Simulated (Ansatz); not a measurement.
PtCl2:
```
CELL_PARAMETERS angstrom
      3.46593     0.00000     0.00000
      0.00000    10.59490     0.00000
      0.00000     0.00000     3.40844
ATOMIC_POSITIONS crystal
  Pt 0.00000 0.00000 0.50000
  Pt 0.50000 0.50000 0.00000
  Cl 0.93841 0.85811 0.00000
  Cl 0.06159 0.14189 0.00000
  Cl 0.43841 0.64189 0.50000
  Cl 0.56159 0.35811 0.50000
```

Relaxed with LDA. Special points in fractions of this cell's reciprocal vectors: Γ (0.000, 0.000, 0.000); X (0.500, 0.000, 0.000); S (0.500, 0.500, 0.000); Y (0.000, 0.500, 0.000); Z (0.000, 0.000, 0.500); U (0.500, 0.000, 0.500); R (0.500, 0.500, 0.500); T (0.000, 0.500, 0.500).

Task: List the band energies nearest the valence-band maximum at these points for the program Ansatz at the LDA with spin–orbit coupling level (PAW).

Result: In eV from the valence-band maximum; about four levels below and three above (degenerate sets whole), none deeper than 8.9 eV; points with the same levels are listed once.

| k | below | above |
|---|---|---|
| Γ | -0.36 -0.36 -0.03 -0.03 | 1.12 1.12 1.94 1.94 |
| X | -0.02 -0.02 -0.02 -0.02 | 1.61 1.61 1.61 1.61 |
| S | 0.00 0.00 0.00 0.00 | 1.61 1.61 1.61 1.61 |
| Y | -0.19 -0.19 -0.19 -0.19 | 1.52 1.52 1.52 1.52 |
| Z | -0.23 -0.23 -0.23 -0.23 | 1.52 1.52 1.52 1.52 |
| U | -0.03 -0.03 0.00 0.00 | 1.54 1.54 1.55 1.55 |
| R | -0.03 -0.03 -0.03 -0.03 | 1.41 1.41 1.41 1.41 |
| T | -0.24 -0.24 -0.22 -0.22 | 1.45 1.45 1.47 1.47 |

Space group Pnnm. The first step of the workflow began from a Materials Project structure, measured or hypothetical; the Crystallography Open Database copy checked does not list it. COD files the formula under space group No. 166, so this cell is another polymorph or a model. Whether it is the stable phase at ambient conditions was not checked. Symmetry was held in the LDA relaxation; whether a distortion lowers the energy is not shown. The run is not spin-polarised. A crystal of weakly bound chains computed without a dispersion correction: the cell and the soft elastic constants depend strongly on that.

Potentials: the later of the program's two PAW sets.
